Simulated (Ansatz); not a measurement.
The start is a generated cell, NbRu built in the AFLOW prototype AB_cF8_216_c_a (B3, as in ZnS). The structure is fully relaxed (lattice and positions, P = 0) with PBE (plane waves to 420 eV, PAW, scalar-relativistic; Ansatz, an electronic-structure program). The first steps use a coarse 11×11×11 k-mesh.

The start:
```
CELL_PARAMETERS angstrom
      0.00000     2.52304     2.52304
      2.52304     0.00000     2.52304
      2.52304     2.52304     0.00000
ATOMIC_POSITIONS crystal
  Nb 0.25000 0.25000 0.25000
  Ru 0.00000 0.00000 0.00000
```

Question: By how much does the energy per atom fall from start to end?

Answer: About 1.5 eV/atom.

Question: How do the shortest distances between atoms change?

Answer: The closest pairs of elements (up to four, under 3.6 Å), start → end: Nb–Ru 2.19 → 2.47 Å; Nb–Nb 3.57 → 4.04 Å; Ru–Ru 3.57 → 4.04 Å.

Question: What does it relax into? Give the structure.

Answer: 
```cif
data_Nb4Ru4
_chemical_formula_sum 'Nb4 Ru4'
_space_group_name_H-M_alt 'F-43m'
_space_group_IT_number 216
_space_group_name_Hall 'F -4 2 3'
_cell_length_a 5.70846
_cell_length_b 5.70846
_cell_length_c 5.70846
_cell_angle_alpha 90.000
_cell_angle_beta 90.000
_cell_angle_gamma 90.000
loop_
_atom_site_label
_atom_site_type_symbol
_atom_site_symmetry_multiplicity
_atom_site_Wyckoff_symbol
_atom_site_fract_x
_atom_site_fract_y
_atom_site_fract_z
_atom_site_occupancy
Nb1 Nb 4 c 0.25000 0.25000 0.25000 1
Ru1 Ru 4 a 0.00000 0.00000 0.00000 1
```
(The calculation used a cell of 2 atoms; values per cell refer to that cell.)

The space group stays F-43m (No. 216) (the run could not lower it); the end is zinc blende type, with 2 atoms in the primitive cell. Final values are on a 14×14×14 k-mesh of the relaxed cell. The start holds a very short contact (Nb–Ru 2.19 Å). No spin polarisation in the result.

The run could not lower the symmetry of its start; a shaken copy of this end point relaxes with PBE to Imma (No. 74), 1.33 eV/atom lower.

The relaxed structure here is a generated cell of NbRu: the first start was made by placing the elements on the sites of a structure type, and the end was not matched to a known phase here, so it may be hypothetical.
